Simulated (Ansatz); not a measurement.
Relaxing a structure of Ge$_{2}$Pd

The relaxed structure here is a generated cell of Ge2Pd: the first start was made by placing the elements on the sites of a structure type, and the end was not matched to a known phase here, so it may be hypothetical.

The start is a generated cell, Ge2Pd built in the AFLOW prototype A2B_cP6_224_b_a (C3, as in Cu2O). Cell shape, volume and atoms are optimised at zero target pressure with r2SCAN (plane waves to 500 eV, PAW, scalar-relativistic; Ansatz, a quantum-chemistry and plane-wave program). First-step values are on the input's coarse k-mesh.

Ansatz input (later rounds restart from its end on a renewed k-mesh):
Ansatz 0.2 input:
```yaml
crystal:
  lattice:
    - [4.5427731, 0, 0]
    - [0, 4.5427731, 0]
    - [0, 0, 4.5427731]
  atoms:
    - { symbol: Ge, position: [0.75, 0.75, 0.75] }
    - { symbol: Ge, position: [0.75, 0.25, 0.25] }
    - { symbol: Ge, position: [0.25, 0.75, 0.25] }
    - { symbol: Ge, position: [0.25, 0.25, 0.75] }
    - { symbol: Pd, position: [0, 0, 0] }
    - { symbol: Pd, position: [0.5, 0.5, 0.5] }
basis: { ecutwfc: 500, ecutrho_ratio: 4, xc_grid: 4, fft_grid_basis: typed }
kpoints: { mp_grid: { grid: [5, 5, 5] } }
hamiltonian:
  xc: r2scan
  dispersion: none
  pseudopotentials: { kind: paw }
scf: { occupations: { method: fermi_dirac, width: 0.05 } }
relax: { f_tol: 0.01, max_steps: 100, cell: { stress_tol: 0.02 } }
output: { forces: true, stress: true }
```

```yaml
initial_pressure: "+107 GPa (positive: the cell is compressed)"
outcome: The space group stays Pn-3m (No. 224) (the run could not lower it); the end is AFLOW prototype A2B_cP6_224_b_a (C3, as in Cu2O), with 6 atoms in the primitive cell
energy_released: 2.10 eV/atom
Shortest distances (start → end): "The closest pairs of elements (up to four, under 3.6 Å), start → end: Ge–Pd 1.97 → 2.32 Å; Ge–Ge 3.21 → 3.79 Å"
band_gap_at_the_end: zero (metallic)
optimiser_moves: 9
```

Relaxed structure:

Space group Pn-3m, origin choice 1 (No. 224); a = b = c = 5.353 Å, α = β = γ = 90.00°

```
atom  site  symmetry       x       y       z
----  ----  --------  ------  ------  ------
Ge      4c      .-3m  0.7500  0.7500  0.7500
Pd      2a      -43m  0.0000  0.0000  0.0000
```

Final values are on a 9×9×9 k-mesh of the relaxed cell. No spin polarisation in the result.

The run could not lose the symmetry of its start, so the end can be a saddle point.

All atoms sit on sites fixed by symmetry, so only the cell could relax.
